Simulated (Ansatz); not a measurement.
ZnO in space group Pm-3n (No. 223; Zn on 6c, O on 6d), a = 5.5800 Å, b = 5.5800 Å, c = 5.5800 Å, α = 90.00°, β = 90.00°, γ = 90.00°.

Relaxed with r²SCAN.

Problem. Which orbitals make up the states near the band edges in r²SCAN in the plane-wave PAW code Ansatz?

Solution. Top 1 eV of the valence band: O 2p 73 %, Zn 3d 24 %. Bottom 1 eV of the conduction band: Zn 4s 62 %, O 2s 19 %, O 2p 13 %. Projections are on Löwdin-orthogonalised atomic valence shells; empty p or d shells of many metals are not among them.

Problem. Tabulate the density of states.

Solution. States/eV per cell of 12 atoms, in 0.25 eV bins, energy from the valence-band maximum.

```tsv
E (eV)	total	Zn 3d	O 2p	Zn 4s
-7.10	0.00	0.00	0.00	0.00
-6.85	3.35	1.35	1.65	0.30
-6.60	9.04	3.91	4.30	0.75
-6.35	3.26	1.58	1.43	0.22
-6.10	2.46	1.39	0.93	0.13
-5.85	20.08	12.82	6.59	0.58
-5.60	37.24	25.40	10.73	1.00
-5.35	35.25	23.93	10.02	1.18
-5.10	31.06	23.37	7.37	0.19
-4.85	4.85	4.10	0.70	0.03
-4.60	47.37	46.87	0.32	0.09
-4.35	35.09	34.23	0.39	0.24
-4.10	10.99	10.46	0.17	0.08
-3.85	2.31	1.48	0.64	0.14
-3.60	10.29	6.06	3.19	0.84
-3.35	13.04	6.70	4.94	1.05
-3.10	11.21	5.05	5.04	0.67
-2.85	7.93	3.17	3.93	0.46
-2.60	4.20	1.52	2.31	0.18
-2.35	8.27	2.80	4.68	0.38
-2.10	11.90	3.49	7.53	0.35
-1.85	15.14	3.91	10.33	0.31
-1.60	9.29	2.34	6.39	0.21
-1.35	7.76	1.87	5.50	0.13
-1.10	11.44	2.71	8.37	0.06
-0.85	16.80	4.11	12.19	0.08
-0.60	4.68	1.18	3.33	0.04
-0.35	6.21	1.49	4.56	0.03
-0.10	3.48	0.82	2.60	0.00
0.15	0.00	0.00	0.00	0.00
0.40	0.00	0.00	0.00	0.00
0.65	0.00	0.00	0.00	0.00
0.90	0.00	0.00	0.00	0.00
1.15	0.00	0.00	0.00	0.00
1.40	0.00	0.00	0.00	0.00
1.65	0.08	0.00	0.01	0.05
1.90	0.18	0.00	0.02	0.11
2.15	0.27	0.00	0.04	0.17
2.40	0.38	0.01	0.06	0.23
2.65	0.49	0.01	0.08	0.29
2.90	0.61	0.01	0.11	0.36
3.15	0.75	0.01	0.13	0.44
3.40	0.89	0.01	0.16	0.52
3.65	1.06	0.01	0.19	0.61
3.90	1.22	0.01	0.21	0.69
4.15	1.40	0.01	0.23	0.78
4.40	1.60	0.01	0.26	0.88
4.65	1.91	0.01	0.30	1.05
4.90	1.98	0.01	0.30	1.04
5.15	1.63	0.01	0.22	0.74
5.40	2.22	0.01	0.24	0.79
5.65	2.97	0.01	0.31	1.03
5.90	3.34	0.01	0.32	1.09
6.15	3.70	0.01	0.33	1.13
```

The start of the workflow was typed in or built on a structure type; neither database checked (COD, Materials Project) lists it. It is not the phase usual at ambient conditions (space group No. 186). The cell was relaxed with r²SCAN under the symmetry of its start; its stability against distortions is not shown here.

Potentials: the later of the program's two PAW sets.
